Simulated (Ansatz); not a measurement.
Phonons of a relaxed structure of KF by density-functional perturbation theory (low response-accuracy setting, no LO–TO term) at Γ and zone-boundary points with q components 0 or ½ of the primitive reciprocal vectors. Level of theory: PBE (plane waves to 420 eV, PAW, scalar-relativistic; Ansatz, a quantum-chemistry and plane-wave program). Γ-centred k-mesh 8×8×8, Fermi–Dirac smearing 0.05 eV.

```
KF
1.0
    0.00000     2.70985     2.70985
    2.70985     0.00000     2.70985
    2.70985     2.70985     0.00000
F K
1 1
Direct
  0.00000   0.00000   0.00000
  0.50000   0.50000   0.50000
```

Space group Fm-3m (No. 225), rock salt type.

```csv
q,wavenumbers (cm⁻¹; i marks imaginary)
Γ,"0 (×3), 165 (×3)"
"L (½, 0, 0)","103 (×2), 155 (×2), 187, 246"
"X (½, ½, 0)","91 (×2), 163, 172 (×2), 193"
```

**Question.** What do these wavenumbers say about the structure?

**Answer.** No instability shows at these points (nothing beyond 15i cm⁻¹, the threshold used here). Other wavevectors were not sampled, so this does not prove stability.

No spin polarisation in the result.
